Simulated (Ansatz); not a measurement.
**Property card for BeS**

BeS (rock salt, Fm-3m), a = b = c = 4.608 Å, α = β = γ = 90.00°; the cell used has 2 atoms.

Space group Fm-3m (No. 225), rock salt; conventional cell a = 4.6081 Å, b = 4.6081 Å, c = 4.6081 Å, α = 90.00°, β = 90.00°, γ = 90.00°.

Method: HSE06 (plane waves, PAW; program Ansatz). Geometry: relaxed at this level of theory. Other levels are named where they apply.

**Cell and energy**

```yaml
volume_per_atom: 12.23 Å³
density: 2.79 g/cm³
```

**Electronic structure**

```yaml
band_gap: 1.74 eV (indirect)
valence_band_maximum: on the K–Γ line, 60 % of the way from K
conduction_band_minimum: at X (3 equivalent valleys)
smallest_direct_gap_on_the_standard_path: 5.30 eV
```

**Mechanics**

```yaml
Bulk modulus (Birch–Murnaghan fit): 115 GPa
Pressure derivative B′: 3.8
```

**Charges**

```yaml
bader_charges: S -1.67, Be +1.67 e
```

A made-up cell: these elements were put on the sites of a structure type; neither database checked (COD, Materials Project) lists it. COD files the formula under space group No. 216. Its standing as an ambient phase is unchecked. Symmetry was held in the HSE06 relaxation; its stability against distortions is not shown here. The hybrid was solved on a coarse mesh, the path and, where they were found, the r²SCAN edge points; its band edges are the extreme levels among these.

Potentials: the later of the program's two PAW sets.
